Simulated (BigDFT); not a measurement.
Input and output of a self-consistent single point for CdS (F-43m, 8 atoms in the cell; from Materials Project mp-2469) (BigDFT).

All values come from this method and carry its errors: PBE, Daubechies wavelet basis, HGH (Krack) norm-conserving potentials made for PBE, periodic boundary conditions (BigDFT).

```xyz
8
Lattice="5.8859 0.0000 0.0000 0.0000 5.8859 0.0000 0.0000 0.0000 5.8859" Properties=species:S:1:pos:R:3 pbc="T T T"
Cd     0.0000     0.0000     0.0000
Cd     0.0000     2.9430     2.9430
Cd     2.9430     0.0000     2.9430
Cd     2.9430     2.9430     0.0000
S      1.4715     1.4715     4.4144
S      1.4715     4.4144     1.4715
S      4.4144     1.4715     1.4715
S      4.4144     4.4144     4.4144
```

Reference input (self-consistent single point, DFT, PBE, Daubechies wavelet basis, HGH (Krack) norm-conserving potentials made for PBE, periodic boundary conditions): basis = Daubechies wavelets; dft.hgrids = 0.434 bohr; dft.rmult = 8 9; dft.ixc = 11; potentials = built-in HGH-K PBE; boundary_conditions = periodic; dft.gnrm_cv = 1e-04; dft.itermax = 80; dft.idsx = 6; dft.nrepmax = 3; dft.norbv = 8; dft.nvirt = 4. This run's input differs from it in these lines:

```diff
@@ -3,3 +3,3 @@
   hgrids: 0.434
-  rmult: [8, 9]
+  rmult: [8, 5]
   ixc: 11
```

The program printed (abridged):

```
  #------------------------------------------------------------------- Self-Consistent Cycle
 Ground State Optimization:
 - Hamiltonian Optimization: &itrp001
   - Subspace Optimization: &itrep001-01
       Wavefunctions Iterations:
 iter:  1, EKS: -2.24656882828394373E+02, gnrm:  1.07E-01, D:  1.03E+00,
 iter:  2, EKS: -2.25132294815687402E+02, gnrm:  4.11E-02, D: -4.75E-01,
 iter:  3, EKS: -2.25181805338697870E+02, gnrm:  2.59E-02, D: -4.95E-02,
 iter:  4, EKS: -2.25194065901564045E+02, gnrm:  1.68E-02, D: -1.23E-02,
 iter:  5, EKS: -2.25201605741055914E+02, gnrm:  5.94E-03, D: -7.54E-03,
 iter:  6, EKS: -2.25202815456509342E+02, gnrm:  3.56E-03, D: -1.21E-03,
 iter:  7, EKS: -2.25203211759839803E+02, gnrm:  2.03E-03, D: -3.96E-04,
 iter:  8, EKS: -2.25203303788140886E+02, gnrm:  1.18E-03, D: -9.20E-05,
 iter:  9, EKS: -2.25203347031153527E+02, gnrm:  5.23E-04, D: -4.32E-05,
 iter:  10, EKS: -2.25203356420913110E+02, gnrm:  3.01E-04, D: -9.39E-06,
 iter:  11, EKS: -2.25203358822034090E+02, gnrm:  1.74E-04, D: -2.40E-06,
 iter:  12, EKS: -2.25203359387972398E+02, gnrm:  1.24E-04, D: -5.66E-07,
 iter:  13, EKS: -2.25203359749403546E+02, gnrm:  7.41E-05, D: -3.61E-07,
       -  &FINAL001  { #---------------------------------------------------------- iter: 14
 iter:  14, EKS: -2.25203359832945523E+02, gnrm:  7.41E-05, D: -8.35E-08,  #FINAL
        #Eigenvalues and New Occupation Numbers
       Orbitals: [
   [... 33 lines left out ...]
 Last Iteration                        : *FINAL001
  #---------------------------------------------------------------------- Forces Calculation
 Total electronic charge               :  71.999999842259
 Stress Tensor calculated              :  Yes
 Stress Tensor:
   Pressure:
     Ha/Bohr^3                         : -1.42233321624939E-04
     GPa                               : -4.18465
     PV (Ha)                           : -0.19572162231853
  #---------------------------------- Iterative subspace diagonalization of virtual orbitals
 Generation of input wavefunction data for atom: Cd
 Electronic configuration: {
 s: [ 2.00],
   [... lines left out ...]
  #-------------------------------- Warnings obtained during the run, check their relevance!
 WARNINGS:
 BigDFT infocode                       :  0
   [... lines left out ...]
 -  {S: [-1.448979922957E-07, -1.448979922957E-07,  3.317144426049E-07]} # 0005
 -  {S: [-1.448979922957E-07,  3.317144426049E-07, -1.448979922957E-07]} # 0006
 -  {S: [ 3.317144426049E-07, -1.448979922957E-07, -1.448979922957E-07]} # 0007
 -  {S: [-3.186279403035E-07, -3.186279403035E-07, -3.186279403035E-07]} # 0008
 Energy (Hartree)                      : -2.25203359832945523E+02
 Force Norm (Hartree/Bohr)             :  2.59533864879252230E-03
```

The run converged in 14 iterations. BigDFT prints the pressure with tension positive. Against the reference run the free energy rises by 4.1 meV/atom, the pressure hardly changes (4.17 to 4.18 GPa) and the largest force goes from 0.000 to 0.067 eV/Å.

The grid can part forces that symmetry would make equal. This run is one point of a test of settings, so its values need not be converged; read them against the reference run alone. The structure comes from a collection of computed structures, made at another level of theory; the collection holds predicted forms beside known ones. With one or two k-points the zone of this small cell is coarsely sampled: energies, forces and stress carry that error and can break the symmetry, so a converged loop does not mean converged values.

Cost on one core: around 100 core-seconds (rough).
